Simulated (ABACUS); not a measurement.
Worked example: self-consistent single point of Al2Cu (I4/mcm, 6 atoms in the cell; from Materials Project mp-998, changed as shown) in ABACUS.

Computed with PBE, PseudoDojo 0.5 standard norm-conserving PBE (tails mended) pseudopotentials (plane waves; ABACUS).

The change in words: volume scaled by 1.04. Reference geometry (I4/mcm):
```
CELL_PARAMETERS angstrom
     -2.99890     2.99890     2.39274
      2.99890    -2.99890     2.39274
      2.99890     2.99890    -2.39274
ATOMIC_POSITIONS crystal
  Al 0.84139 0.65861 0.50000
  Al 0.15861 0.34139 0.50000
  Al 0.65861 0.15861 0.81722
  Al 0.34139 0.84139 0.18278
  Cu 0.25000 0.25000 0.00000
  Cu 0.75000 0.75000 0.00000
```

Reference input (self-consistent single point, DFT, PBE, plane waves, PseudoDojo 0.5 standard norm-conserving PBE (tails mended) pseudopotentials): KPT = Gamma 5 5 5 0 0 0; basis_type = pw; ecutwfc = 92 Ry; smearing_method = fd; smearing_sigma = 0.00734986 Ry; potentials = PseudoDojo 0.5 standard norm-conserving PBE (tails mended); symmetry = 1; ks_solver = dav_subspace; scf_nmax = 100; scf_thr = 1.0e-09 Ry; mixing_type = broyden. This run's input differs from it in these lines:

```diff
@@ -26,5 +26,5 @@
 LATTICE_VECTORS
-  -2.9989000000    2.9989000000    2.3927350000
-   2.9989000000   -2.9989000000    2.3927350000
-   2.9989000000    2.9989000000   -2.3927350000
+  -3.0383630000    3.0383630000    2.4242210000
+   3.0383630000   -3.0383630000    2.4242210000
+   3.0383630000    3.0383630000   -2.4242210000
 
@@ -36,6 +36,6 @@
 4
-   1.7977173589    3.8693823162    4.5216138388
-   3.8693823162    1.7977173589    0.0000000000
-   1.7977173589    7.4648170341    0.0000000000
-   3.8693823162   -1.7977173589    4.5216138388
+   1.8213738064    3.9203001308    4.5811137556
+   3.9203001308    1.8213738064    0.0000000000
+   1.8213738064    7.5630477436    0.0000000000
+   3.9203001308   -1.8213738064    4.5811137556
 
@@ -44,4 +44,4 @@
 2
-   0.0000000000    0.0000000000    2.2608069194
-  -0.0000000000    0.0000000000    6.7824207582
+   0.0000000000    0.0000000000    2.2905568778
+   0.0000000000   -0.0000000000    6.8716706333
 # file: KPT
```

Log, with long lists cut:

```
 SELF-CONSISTENT
 -------------------------------------------
                                 init_chg = atomic

 PW ALGORITHM --------------- ION=   1  ELEC=   1--------------------------------

 Density error is 2.72218853834
                          Error Threshold = 0.01
 E_KohnSham     -775.1794899245      -10546.8580357071
 E_Fermi        0.8303367479         11.2973110304

 PW ALGORITHM --------------- ION=   1  ELEC=   2--------------------------------

 Density error is 8.16443557551
                          Error Threshold = 0.00544437707667
 E_KohnSham     -776.3598861875      -10562.9181507814
   [... lines left out ...]

 Density error is 9.08070152014e-09
                          Error Threshold = 9.66863546109e-11
 E_KohnSham     -777.0605198630      -10572.4507609793
 E_Fermi        0.7665939003         10.4300450959

 PW ALGORITHM --------------- ION=   1  ELEC=  12--------------------------------

 Density error is 3.31310273172e-11
                          Error Threshold = 1.81614030403e-11
 E_KohnSham     -777.0605198645      -10572.4507609995
 E_KS(sigma->0) -777.0574020298      -10572.4083406816
 E_entropy(-TS) -0.0062356695        -0.0848406358
 E_Fermi        0.7665912867         10.4300095367
 charge density convergence is achieved
 final etot is -10572.450761 eV
 EFERMI = 10.430009537 eV

 STATE ENERGY(eV) AND OCCUPATIONS    NSPIN == 1
   [... 32 lines left out ...]

 TOTAL-FORCE (eV/Angstrom)
                       Al1        -0.0027357714         0.0027357714         0.0000000000
                       Al2         0.0027357714        -0.0027357714         0.0000000000
                       Al3        -0.0027357714        -0.0027357714         0.0000000000
                       Al4         0.0027357714         0.0027357714         0.0000000000
                       Cu1         0.0000000000         0.0000000000         0.0000000000
                       Cu2         0.0000000000         0.0000000000         0.0000000000

 TOTAL-STRESS (KBAR)
         0.4884202313         0.0000000000         0.0000000000
         0.0000000000         0.4884202313        -0.0000000000
        -0.0000000000        -0.0000000000       -16.6965042040
 TOTAL-PRESSURE: -5.239888 KBAR

 --------------------------------------------
 !FINAL_ETOT_IS -10572.4507609995125677 eV
 --------------------------------------------
```

The run converged in 12 iterations. Against the reference run the free energy goes down by 5.5 meV/atom, the pressure goes from 3.73 to -0.52 GPa and the largest force goes from 0.025 to 0.004 eV/Å.

The structure comes from a collection of computed structures, made at another level of theory; the collection holds predicted forms beside known ones. No clean gap shows at this smearing width and mesh (spacing up to 0.33 Å⁻¹); the mesh is coarse for partly filled bands, so the values carry mesh errors.

Cost on one core: about 4 core-minutes (a rough figure).

“Tails mended”: in these copies of the files the far tail of each local potential was reset to the Coulomb form.
